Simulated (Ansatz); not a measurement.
The start is a relaxed Hf cell, doubled along one cell vector, shaken by Gaussian noise of σ = 0.08 Å a coordinate. The structure is fully relaxed (lattice and positions, P = 0) with PBE (plane waves to 420 eV, PAW, scalar-relativistic; Ansatz, a program for electronic structure). The first steps use a coarse 7×13×12 k-mesh.

The start:
```
Hf
1.0
   -3.74475     3.74475     3.18744
    1.87238    -1.87238     1.59372
    1.87238     1.87238    -1.59372
Hf
2
Direct
  0.01622   0.00757   0.04042
  0.48755   0.99331   0.02539
```

Task: How much energy is released per atom?

Result: 0.15 eV/atom.

Task: How do the shortest distances between atoms change?

Result: The closest pairs of elements (up to four, under 3.6 Å), start → end: Hf–Hf 2.95 → 3.14 Å.

Task: Write out the relaxed structure.

Result: 
```cif
data_Hf2
_chemical_formula_sum 'Hf2'
_space_group_name_H-M_alt 'P63/mmc'
_space_group_IT_number 194
_space_group_name_Hall '-P 6c 2c'
_cell_length_a 3.20399
_cell_length_b 3.20399
_cell_length_c 5.06956
_cell_angle_alpha 90.000
_cell_angle_beta 90.000
_cell_angle_gamma 120.000
loop_
_atom_site_label
_atom_site_type_symbol
_atom_site_symmetry_multiplicity
_atom_site_Wyckoff_symbol
_atom_site_fract_x
_atom_site_fract_y
_atom_site_fract_z
_atom_site_occupancy
Hf1 Hf 2 c 0.33333 0.66667 0.25000 1
```

Final values are on a 17×17×9 k-mesh of the relaxed cell. No spin polarisation in the result.

The run could not lose the symmetry of its start.

Of the parent cell (I4/mmm (No. 139)): it is a generated cell of Hf: the first start was made by a random draw of sites in a space group, and the end was not matched to a known phase here, so it may be hypothetical. Known forms of Hf include space group No. 194.
